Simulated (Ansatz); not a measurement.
Ca (P6_3/mmc), one atom moved over a plane

The calculation used DFT PBEsol, scalar-relativistic, plane waves, PAW in Ansatz. Cutoff 420 eV, Γ-centred 12×12×8 k-points, Gaussian smearing of 0.15 eV. No spin polarisation. Energies are free energies at this smearing, counted from the undisturbed cell; pressure is positive in compression.

Zero of the scan (as given, not relaxed at this level; it stands at -1.4 GPa; this form isn't the usual structure):

```
Ca
1.0
     3.98000    0.00000    0.00000
    -1.99000    3.44678    0.00000
     0.00000    0.00000    6.52000
Ca
2
Cartesian
  0.0000 2.2979 1.6300
  1.9900 1.1489 4.8900
```

Atom 1 (Ca) is moved by p along (1.000, 0.000, 0.000) and q along (0.000, 0.000, 1.000) (Å), all else fixed. Points are written (p, q).

p was sampled at -0.200, -0.100, 0.000, 0.100, 0.200 and q at -0.200, -0.100, 0.000, 0.100, 0.200.

Question: Where on the computed points is the energy highest, and how high?

Answer: At (-0.200, -0.200), (-0.200, 0.200), (0.200, -0.200), (0.200, 0.200): 0.03 eV/cell.

Question: Away from (0, 0), which computed point is lowest?

Answer: (-0.100, 0.000), (0.100, 0.000): 0.00 eV/cell.

The map, in eV/cell:

```
 p \ q  -0.200  -0.100  0.000  0.100  0.200
-0.200    0.03    0.01   0.01   0.01   0.03
-0.100    0.03    0.01   0.00   0.01   0.03
 0.000    0.03    0.01   0.00   0.01   0.03
 0.100    0.03    0.01   0.00   0.01   0.03
 0.200    0.03    0.01   0.01   0.01   0.03
```